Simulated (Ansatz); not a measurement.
Consider the following.

KTaO$_{3}$:
```yaml
crystal:
  lattice:
    - [4.02321, 0.00000, 0.00000]
    - [0.00000, 4.02321, 0.00000]
    - [0.00000, 0.00000, 4.02321]
  atoms:
    - { symbol: K, position: [0.50000, 0.50000, 0.50000] }
    - { symbol: Ta, position: [0.00000, 0.00000, 0.00000] }
    - { symbol: O, position: [0.00000, 0.50000, 0.00000] }
    - { symbol: O, position: [0.50000, 0.00000, 0.00000] }
    - { symbol: O, position: [0.00000, 0.00000, 0.50000] }
```

This is the PBE-relaxed structure.

Problem. All from plane-wave PAW PBE (Ansatz code), unless another level is named. Estimate the band gap.

Solution. 2.17 eV (indirect).

Problem. Give the gap with spin–orbit coupling.

Solution. 2.03 eV.

Problem. What about the electron effective mass, band 1 of 3 at the edge?

Solution. 6.7 along [100], 0.61 along [110], 0.47 along [111] (mₑ).

Problem. And the electron effective mass with spin–orbit coupling, band 2 of 2 at the edge?

Solution. 0.27 along [100], 0.32 along [110], 0.37 along [111] (mₑ).

Problem. What about the valence-band maximum?

Solution. at R.

Space group Pm-3m (cubic perovskite). The PBE relaxation kept the symmetry of its start. The run is not spin-polarised. Scalar-relativistic: spin–orbit coupling is off unless named, which matters more the heavier the elements.

Potentials: the earlier of the program's two PAW sets.
